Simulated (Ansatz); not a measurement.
# Relaxing Bi2W in the fluorite type

First guess:

```yaml
crystal:
  lattice:
    - [0.00000, 3.40394, 3.40394]
    - [3.40394, 0.00000, 3.40394]
    - [3.40394, 3.40394, 0.00000]
  atoms:
    - { symbol: W, position: [0.00000, 0.00000, 0.00000] }
    - { symbol: Bi, position: [0.25000, 0.25000, 0.25000] }
    - { symbol: Bi, position: [0.75000, 0.75000, 0.75000] }
```

The calculation used DFT, PBE, PAW with Ansatz's default frozen-core files, scalar-relativistic in Ansatz 0.2.0.

Cell and atoms relax within the symmetry of the start on a 10×10×10 k mesh with 0.08 eV Fermi–Dirac smearing.

The start is built from a prototype, known or not as a phase of this compound; the cutoff is 420 eV.

Spin–orbit coupling is left out, though it moves levels of the heavy atoms by tenths of an eV or more.

**Question.** What is the pressure of the first guess?

**Answer.** 3.11 GPa.

**Question.** What does it relax to?

**Answer.** a = 6.889 Å, b = 6.889 Å, c = 6.889 Å, α = 90.00°, β = 90.00°, γ = 90.00° (conventional cell), 27.24 Å³ per atom:
```
CELL_PARAMETERS angstrom
0.00000 3.44447 3.44447
3.44447 0.00000 3.44447
3.44447 3.44447 0.00000
ATOMIC_POSITIONS crystal
W 0.00000 0.00000 0.00000
Bi 0.25000 0.25000 0.25000
Bi 0.75000 0.75000 0.75000
```

**Question.** How much energy does the relaxation release?

**Answer.** 9 meV/atom.
